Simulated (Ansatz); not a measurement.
# ScPt (Pm-3m), a vibration from a frozen displacement

All numbers below come from Ansatz 0.2.0, DFT r2SCAN, scalar-relativistic, plane waves, PAW. Cutoff 500 eV, Γ-centred 14×14×14 k-points, Gaussian smearing of 0.15 eV. Spin–orbit coupling is left out, which matters for the heavy elements here. No spin polarisation. Energies are free energies at this smearing, counted from the undisturbed cell; pressure is positive in compression.

The undisturbed cell (as given, not relaxed at this level; it stands at 2.1 GPa, and it needn't be the usual structure):

```yaml
crystal:
  lattice:
    - [3.27000, 0.00000, 0.00000]
    - [0.00000, 3.27000, 0.00000]
    - [0.00000, 0.00000, 3.27000]
  atoms:
    - { symbol: Sc, position: [0.50000, 0.50000, 0.50000] }
    - { symbol: Pt, position: [0.00000, 0.00000, 0.00000] }
```

Every Sc atom is moved by x along the Cartesian unit vector (-1.000, 0.000, 0.000); the cell and all other atoms stay fixed. The cell's volume is 34.97 Å³; the moved atoms weigh 44.956 u together and the others 195.084 u. Some rows repeat others by symmetry and weren't run.

| x (Å) | ΔE (meV/cell) | total force on the moved atoms along the move (eV/Å) | pressure (GPa) |
| --- | --- | --- | --- |
| -0.2000 | 76.36 | 0.7849 | 3.7934 |
| -0.1750 | 58.07 | 0.6782 | 3.3898 |
| -0.1500 | 42.42 | 0.5747 | 3.0385 |
| -0.1250 | 29.31 | 0.4742 | 2.7407 |
| -0.1000 | 18.68 | 0.3763 | 2.4961 |
| -0.0750 | 10.48 | 0.2805 | 2.3051 |
| -0.0500 | 4.65 | 0.1861 | 2.1682 |
| -0.0250 | 1.16 | 0.0928 | 2.0857 |
| 0.0000 | 0.00 | 0.0000 | 2.0581 |
| 0.0250 | 1.16 | -0.0928 | 2.0857 |
| 0.0500 | 4.65 | -0.1861 | 2.1682 |
| 0.0750 | 10.48 | -0.2805 | 2.3051 |
| 0.1000 | 18.68 | -0.3763 | 2.4961 |
| 0.1250 | 29.31 | -0.4742 | 2.7407 |
| 0.1500 | 42.42 | -0.5747 | 3.0385 |
| 0.1750 | 58.07 | -0.6782 | 3.3898 |
| 0.2000 | 76.36 | -0.7849 | 3.7934 |

Question: What frequency belongs to this motion?

Answer: The force constant is k = −dF/dx = 3.712 eV/Å², from the parabola through x = -0.0250, 0 and 0.0250. In every cell the moved atoms swing against the rest, so the mass is μ = m₁m₂/(m₁ + m₂) = 36.536 u, and ν̃ = 521.5 cm⁻¹ × √(|k|/μ) = 166 cm⁻¹, at this cell's pressure of 2.1 GPa. To first order in x, and within 1 %, the force on every atom lies along the move and, within each of the two groups, in proportion to the atom's mass, so this is itself a mode at the zone centre of this cell.

Question: How far does the harmonic law reach?

Answer: At x = -0.200 Å, kx²/2 = 74.24 meV against the computed 76.36 meV (+2.8 %): the well is still close to harmonic there.

Question: The pressure changes with x². What does that say about the frequency under compression?

Answer: With E = k(V)x²/2, k ∝ V^(−2γ) and x scaling with the cell as V^(1/3), P − P0 = −∂E/∂V = (2γ − 2/3) ΔE/V. At x = 0.0500 Å, V(P − P0) = 34.97 × 0.11004 / 160.2 eV = 24.01 meV and ΔE = 4.65 meV, so γ = 1/3 + V(P − P0)/(2ΔE) = 2.92. This is the Grüneisen parameter of the motion under uniform scaling of the cell: shrinking the cell evenly by 1 % in volume raises the frequency by about 2.92 %.

In a metal these slopes depend on the k mesh and the smearing.